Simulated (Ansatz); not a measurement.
A relaxed structure of AlRu is spoiled in several ways and relaxed again each time (noise and exchanges are one random draw each; squeezed and stretched starts keep its symmetry, which their runs cannot lower; pressure is positive under compression). Method: r2SCAN (plane waves to 500 eV, PAW, scalar-relativistic; Ansatz, a quantum-chemistry and plane-wave program).

```cif
data_AlRu
_chemical_formula_sum 'Al1 Ru1'
_space_group_name_H-M_alt 'Pm-3m'
_space_group_IT_number 221
_space_group_name_Hall '-P 4 2 3'
_cell_length_a 2.98252
_cell_length_b 2.98252
_cell_length_c 2.98252
_cell_angle_alpha 90.000
_cell_angle_beta 90.000
_cell_angle_gamma 90.000
loop_
_atom_site_label
_atom_site_type_symbol
_atom_site_symmetry_multiplicity
_atom_site_Wyckoff_symbol
_atom_site_fract_x
_atom_site_fract_y
_atom_site_fract_z
_atom_site_occupancy
Al1 Al 1 a 0.00000 0.00000 0.00000 1
Ru1 Ru 1 b 0.50000 0.50000 0.50000 1
```

| change | first pressure (GPa) | largest first force (eV/Å) | released (eV/atom) | moves | outcome | final group | E − E(parent) (eV/atom) |
|---|---|---|---|---|---|---|---|
| squeezed uniformly to 80 % of its volume | (withheld) | 0.00 | (withheld) | 5 | (withheld) | (withheld) | (withheld) |
| stretched uniformly to 115 % of its volume | -22.8 | 0.00 | 0.16 | 6 | returns to the parent | Pm-3m | 0.00 |
| with one Al and one Ru atom exchanged in a cell of 4 atoms | 10.5 | 4.15 | 0.24 | 6 | trapped higher | P4/nmm | +0.30 |

Task: Some entries are withheld; supply them.

Result: 
- squeezed uniformly to 80 % of its volume, first pressure (GPa): 79.6
- squeezed uniformly to 80 % of its volume, released (eV/atom): 0.54
- squeezed uniformly to 80 % of its volume, outcome: returns to the parent
- squeezed uniformly to 80 % of its volume, final group: Pm-3m
- squeezed uniformly to 80 % of its volume, E − E(parent) (eV/atom): 0.00

The exchanged pair stays exchanged: it costs 1.2 eV for the cell of 4 atoms (one exchange in a very small cell, not a dilute defect).

First-step values come from each run's starting k-mesh (17×17×17, 15×15×15, 8×16×16). Each cell has its own k-point mesh; energy differences are given only to the digits this allows. No spin polarisation in the result.
